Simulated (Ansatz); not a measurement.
ZnSe:
```cif
data_Se4Zn4
_chemical_formula_sum 'Zn4 Se4'
_space_group_name_H-M_alt 'P 1'
_space_group_IT_number 1
_cell_length_a 6.50903
_cell_length_b 4.12368
_cell_length_c 6.92512
_cell_angle_alpha 90.000
_cell_angle_beta 90.000
_cell_angle_gamma 90.000
loop_
_space_group_symop_operation_xyz
  'x, y, z'
loop_
_atom_site_label
_atom_site_type_symbol
_atom_site_fract_x
_atom_site_fract_y
_atom_site_fract_z
_atom_site_occupancy
Zn1 Zn 0.14070 0.25000 0.38915 1
Zn2 Zn 0.35930 0.75000 0.88915 1
Zn3 Zn 0.85930 0.75000 0.61085 1
Zn4 Zn 0.64070 0.25000 0.11085 1
Se1 Se 0.75889 0.25000 0.44137 1
Se2 Se 0.74111 0.75000 0.94137 1
Se3 Se 0.24111 0.75000 0.55863 1
Se4 Se 0.25889 0.25000 0.05863 1
```

Relaxed with r²SCAN+D4.

**Question.** Tabulate the valence density and the electron localisation function along the shortest Zn–Se contact (2.41 Å), plane-wave PAW r²SCAN+D4 (Ansatz code).

**Answer.** 

| distance from Zn (Å) | density (e/Å³) | ELF |
|---|---|---|
| 0.24 | 24.82 | 0.00 |
| 0.36 | 11.77 | 0.00 |
| 0.48 | 4.67 | 0.02 |
| 0.60 | 1.88 | 0.06 |
| 0.72 | 0.95 | 0.11 |
| 0.85 | 0.61 | 0.16 |
| 0.97 | 0.48 | 0.21 |
| 1.09 | 0.45 | 0.35 |
| 1.21 | 0.49 | 0.60 |
| 1.33 | 0.59 | 0.76 |
| 1.45 | 0.73 | 0.82 |
| 1.57 | 0.92 | 0.82 |
| 1.69 | 1.25 | 0.78 |
| 1.81 | 2.24 | 0.68 |
| 1.93 | 5.64 | 0.49 |
| 2.05 | 15.03 | 0.28 |
| 2.17 | 33.16 | 0.13 |

The density is the valence pseudo-density with augmentation charge, so density and ELF within about 1 Å of a nucleus are not all-electron values.

Space group Pnma. The start of the workflow was typed in or built on a structure type; neither database checked (COD, Materials Project) lists it. It is not the phase usual at ambient conditions (space group No. 216). Symmetry was held in the r²SCAN+D4 relaxation; its stability against distortions is not shown here.

Potentials: the earlier of the program's two PAW sets.
